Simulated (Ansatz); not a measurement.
A: BeS (zinc blende), a = 4.876 Å, b = 4.876 Å, c = 4.876 Å, α = 90.00°, β = 90.00°, γ = 90.00°
B: Li2O (anti-fluorite), a = 4.6261 Å, b = 4.6261 Å, c = 4.6261 Å, α = 90.00°, β = 90.00°, γ = 90.00°
C: Li (bcc, W type), a = b = c = 3.4352 Å, α = β = γ = 90.00°
D: CsI (CsCl type), a = 4.6669 Å, b = 4.6669 Å, c = 4.6669 Å, α = 90.00°, β = 90.00°, γ = 90.00°
E: KCl (rock salt), a = b = c = 6.381 Å, α = β = γ = 90.00°

Scan: energy against volume (even scaling of the relaxed cell, symmetry kept). One method and one kind of scan serve all of them; meshes and ranges differ. All were relaxed with their symmetry unable to fall. Spin-orbit coupling is left out.

Q: Order them by bulk modulus (fitted) (highest first) at the level PBE (plane waves to 420 eV, PAW, scalar-relativistic; Ansatz, a first-principles code).

A: A (92.9 GPa), B (79.4 GPa), E (16.3 GPa), C (13.9 GPa), D (9.9 GPa)

(A scan under strain: stresses follow from slopes of the energy per volume, elastic moduli from its curvatures.)
